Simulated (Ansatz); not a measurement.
Total density of states per atom from r²SCAN in the plane-wave PAW code Ansatz, in 0.25 eV bins, energy from the Fermi level:

```tsv
E (eV)	states/eV/atom
-7.85	0.00
-7.60	0.00
-7.35	0.00
-7.10	0.00
-6.85	0.00
-6.60	0.00
-6.35	0.00
-6.10	0.00
-5.85	0.00
-5.60	0.00
-5.35	0.00
-5.10	0.55
-4.85	0.89
-4.60	0.44
-4.35	1.34
-4.10	1.52
-3.85	0.60
-3.60	0.87
-3.35	0.79
-3.10	0.74
-2.85	0.27
-2.60	0.69
-2.35	1.60
-2.10	2.11
-1.85	1.41
-1.60	1.33
-1.35	1.01
-1.10	0.93
-0.85	0.91
-0.60	0.82
-0.35	0.63
-0.10	0.58
0.15	0.44
0.40	0.58
0.65	0.47
0.90	0.47
1.15	0.59
1.40	0.66
1.65	0.60
1.90	0.17
2.15	0.66
2.40	2.11
```

Task: Which compound is it?
(A) GaAs, zinc blende
(B) BaB2Rh2, I4/mmm (Rh on 4d, Ba on 2a, B on 4e)
(C) CdGeAs2, chalcopyrite
(D) LaAsRh, I4_1md (As on 4a, Rh on 4a, La on 4a)

Result: D, LaAsRh, I4_1md (As on 4a, Rh on 4a, La on 4a). Within 0.5 eV of the Fermi level: Rh 4d 38 %, La 5d 26 %, As 4p 24 %. Projections are on Löwdin-orthogonalised atomic valence shells; empty p or d shells of many metals are not among them.

The workflow started from an entry of the Crystallography Open Database (COD). Its standing as an ambient phase is unchecked. The cell was relaxed with r²SCAN under the symmetry of its start; its stability against distortions is not shown here. The run is not spin-polarised. Spin–orbit coupling is left out wherever it is not named.

Potentials: the later of the program's two PAW sets.
